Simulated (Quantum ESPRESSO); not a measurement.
```xyz
2
Lattice="0.0000 3.2446 3.2446 3.2446 0.0000 3.2446 3.2446 3.2446 0.0000" Properties=species:S:1:pos:R:3 pbc="T T T"
Cd     0.0000     0.0000     0.0000
Te     4.8669     4.8669     4.8669
```

Cell and atoms were relaxed with PBEsol from Materials Project entry mp-406, within its symmetry.

Q: What does PBEsol (pw.x of Quantum ESPRESSO, ONCV potentials, scalar-relativistic) give for the electronic structure near the Fermi level?

A: The PBEsol gap is direct, 0.65 eV at Γ. Spin-orbit coupling is left out, which matters for elements this heavy: edges can move by tenths of an eV.
